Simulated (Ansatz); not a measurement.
SiC (zinc blende) is sheared across one {111} plane, shuffle cut: the third cell vector gains the shift, so faults repeat every 7.5 Å. The cut lies between planes 1.89 Å apart; the cell height is held.

```xyz
6
Lattice="3.0804 0.0000 0.0000 1.5402 2.6677 0.0000 0.0000 0.0000 7.5454" Properties=species:S:1:pos:R:3 pbc="T T T"
C      3.0804     1.7785     6.6022
C      1.5402     0.8892     1.5720
C      0.0000     0.0000     4.0871
Si     0.0000     0.0000     5.9734
Si     3.0804     1.7785     0.9432
Si     1.5402     0.8892     3.4583
```

In-plane vectors a = (3.080, 0.000) Å, b = (1.540, 2.668) Å, area 8.22 Å². The shift is s times the vector a + b (length 5.335 Å), so s = 1 restores the start. Atoms relax along the normal only. γ = [E(shift) − E(0)] / area.

Computed with r2SCAN (plane waves to 500 eV, PAW, scalar-relativistic; Ansatz, an electronic-structure program). k mesh 10×10×4 (Γ-centred), Fermi-Dirac smearing 0.05 eV. Energies are extrapolated to zero smearing. As the smearing reaches across the gap at some points, the k mesh leaves noise in γ, roughly 0.02 J/m² as judged from a few cases. Faults lie only 7.5 Å apart, and holding the cell height raises γ above its relaxed value. SiC was relaxed with its symmetry unable to fall. γ is measured from zero shift. The last digit holds for this mesh only.

| s | γ (J/m²) |
|---|---|
| 0.000 | 0.00 |
| 0.083 | 0.69 |
| 0.167 | 2.71 |
| 0.250 | 5.05 |
| 0.333 | 6.13 |
| 0.417 | 5.32 |
| 0.500 | withheld |
| 0.583 | 3.87 |
| 0.667 | 4.03 |
| 0.750 | 3.54 |
| 0.833 | 2.07 |
| 0.917 | 0.60 |

Problem. Fit a Fourier form (three harmonics of 1 − cos and sin) to the given rows and predict γ at s = 0.500.

Solution. Least squares on the 11 given rows: γ = (2.276)·[1 − cos(2πs)] + (0.775)·sin(2πs) + (1.113)·[1 − cos(4πs)] + (-0.407)·sin(4πs) + (-0.209)·[1 − cos(6πs)], in J/m²; root-mean-square residual 0.016 J/m². At 0.500 the fit gives 4.13 J/m²; the calculation gives 4.20 J/m², so the interpolation is off by -0.07 (-1.7 %). 

(The slope of γ gives the shear force per area between the displaced halves; near zero shift its curvature is an elastic stiffness.)
